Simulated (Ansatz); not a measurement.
TiC₂:
Space group P6/mmm (No. 191); a = b = 2.661 Å, c = 3.759 Å, α = β = 90.00°, γ = 120.00°

| atom | site | symmetry | x | y | z |
|---|---|---|---|---|---|
| Ti | 1a | 6/mmm | 0.0000 | 0.0000 | 0.0000 |
| C | 2d | -6m2 | 0.3333 | 0.6667 | 0.5000 |

Relaxed with PBEsol.

Question: Which orbitals make up the states near the Fermi level in PBEsol (plane waves, PAW; program Ansatz)?

Answer: Within 0.5 eV of the Fermi level: Ti 3d 82 %, C 2p 12 %. Projections are on Löwdin-orthogonalised atomic valence shells; empty p or d shells of many metals are not among them.

Question: Tabulate the density of states.

Answer: States/eV per cell of 3 atoms, in 0.25 eV bins, energy from the Fermi level.

| E (eV) | total | Ti 3d | C 2p | C 2s |
|---|---|---|---|---|
| -7.85 | 0.97 | 0.14 | 0.79 | 0.01 |
| -7.60 | 0.87 | 0.12 | 0.72 | 0.01 |
| -7.35 | 0.78 | 0.10 | 0.65 | 0.01 |
| -7.10 | 0.70 | 0.08 | 0.59 | 0.00 |
| -6.85 | 0.62 | 0.07 | 0.53 | 0.00 |
| -6.60 | 0.36 | 0.04 | 0.30 | 0.00 |
| -6.35 | 0.16 | 0.03 | 0.12 | 0.00 |
| -6.10 | 0.08 | 0.02 | 0.06 | 0.00 |
| -5.85 | 0.07 | 0.02 | 0.04 | 0.00 |
| -5.60 | 0.20 | 0.08 | 0.11 | 0.00 |
| -5.35 | 0.45 | 0.18 | 0.25 | 0.00 |
| -5.10 | 0.49 | 0.20 | 0.26 | 0.00 |
| -4.85 | 0.50 | 0.22 | 0.26 | 0.00 |
| -4.60 | 0.51 | 0.24 | 0.25 | 0.00 |
| -4.35 | 0.53 | 0.27 | 0.24 | 0.00 |
| -4.10 | 0.59 | 0.33 | 0.22 | 0.01 |
| -3.85 | 0.67 | 0.41 | 0.20 | 0.01 |
| -3.60 | 0.68 | 0.44 | 0.18 | 0.01 |
| -3.35 | 0.72 | 0.49 | 0.15 | 0.01 |
| -3.10 | 0.75 | 0.52 | 0.13 | 0.01 |
| -2.85 | 0.64 | 0.45 | 0.11 | 0.00 |
| -2.60 | 0.61 | 0.43 | 0.11 | 0.00 |
| -2.35 | 0.60 | 0.40 | 0.14 | 0.00 |
| -2.10 | 0.50 | 0.31 | 0.14 | 0.01 |
| -1.85 | 0.40 | 0.23 | 0.13 | 0.01 |
| -1.60 | 0.64 | 0.41 | 0.17 | 0.02 |
| -1.35 | 1.00 | 0.69 | 0.21 | 0.02 |
| -1.10 | 1.25 | 0.89 | 0.25 | 0.03 |
| -0.85 | 1.24 | 0.91 | 0.22 | 0.03 |
| -0.60 | 1.13 | 0.89 | 0.16 | 0.02 |
| -0.35 | 1.06 | 0.87 | 0.12 | 0.01 |
| -0.10 | 0.85 | 0.73 | 0.08 | 0.00 |
| 0.15 | 1.25 | 1.00 | 0.16 | 0.03 |
| 0.40 | 1.82 | 1.46 | 0.22 | 0.05 |
| 0.65 | 2.62 | 2.16 | 0.28 | 0.07 |
| 0.90 | 1.88 | 1.53 | 0.20 | 0.04 |
| 1.15 | 2.26 | 1.91 | 0.17 | 0.09 |
| 1.40 | 3.07 | 2.62 | 0.22 | 0.11 |
| 1.65 | 2.57 | 2.17 | 0.20 | 0.11 |
| 1.90 | 2.00 | 1.68 | 0.14 | 0.12 |
| 2.15 | 1.18 | 0.90 | 0.11 | 0.11 |
| 2.40 | 1.75 | 0.88 | 0.31 | 0.36 |
| 2.65 | 2.12 | 1.11 | 0.44 | 0.37 |
| 2.90 | 1.97 | 1.12 | 0.45 | 0.25 |
| 3.15 | 2.54 | 1.46 | 0.71 | 0.24 |
| 3.40 | 3.02 | 1.83 | 0.88 | 0.19 |
| 3.65 | 2.95 | 1.61 | 1.01 | 0.21 |
| 3.90 | 2.07 | 0.88 | 0.81 | 0.27 |
| 4.15 | 1.21 | 0.29 | 0.49 | 0.31 |
| 4.40 | 1.18 | 0.21 | 0.51 | 0.34 |

The start of the workflow was typed in or built on a structure type; neither database checked (COD, Materials Project) lists it. Whether it is the stable phase at ambient conditions was not checked. The PBEsol relaxation kept the symmetry of its start. At this level the phase is dynamically unstable (imaginary phonons). The run is not spin-polarised. The volume moved by 18 % from the start of the relaxation. Its formation energy is positive at this level, so the cell may be metastable or incomplete.

Potentials: the earlier of the program's two PAW sets. The files were generated under PBE; for other functionals the program regenerates the frozen cores, and for LDA and PBEsol the local potential too.
